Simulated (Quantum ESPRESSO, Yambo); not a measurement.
AlO2H (space group Pmn2_1, No. 31). The geometry is that of Materials Project entry mp-23807, symmetrised and not relaxed again. Chain: PBEsol (Quantum ESPRESSO, PseudoDojo norm-conserving, 84 Ry, scalar-relativistic); G0W0 in Yambo (4×4×4 Γ-centred k mesh, 112 bands and a 8 Ry block in the screening, 112 bands in G with the Bruneval-Gonze terminator, plasmon pole fitted at 27.2 eV); BSE (8×6×6 mesh, 10 valence and 5 conduction bands, static screening with 37 bands and a 3 Ry block, scissor 2.35 eV, Tamm-Dancoff).

* **PBEsol gap (dense path)**: 5.60 eV
* **PBEsol gap Γ → Γ on the GW mesh**: 5.60 eV
* **PBEsol smallest direct gap on the GW mesh, at Γ**: 5.60 eV
* **G0W0 direct gap at that point**: 7.95 eV
* **G0W0 correction to the gap Γ → Γ**: 2.35 eV
* **lowest exciton**: no binding energy given (see below)
* **RPA electronic dielectric constant along x**: 3.01 (10×6×6 mesh, PBEsol bands)

Rough cost of the Yambo steps against G0W0 for 14 states: BSE within a factor of two, one RPA spectrum about 1/10.

Convergence of the G0W0 settings was not tested. The BSE states are vertical excitations (zero momentum). Convergence of the RPA response with its 10×6×6 mesh was not tested. The lowest state covers only about 1 of the 288 k points, so the mesh doesn't resolve it: its energy and its distance from the direct gap are mesh artefacts. An extended exciton needs a far denser mesh. Axes are Cartesian, with cell vectors (Å) (2.86, 0.00, 0.00), (0.00, 4.26, 0.00), (0.00, 0.00, 4.77).
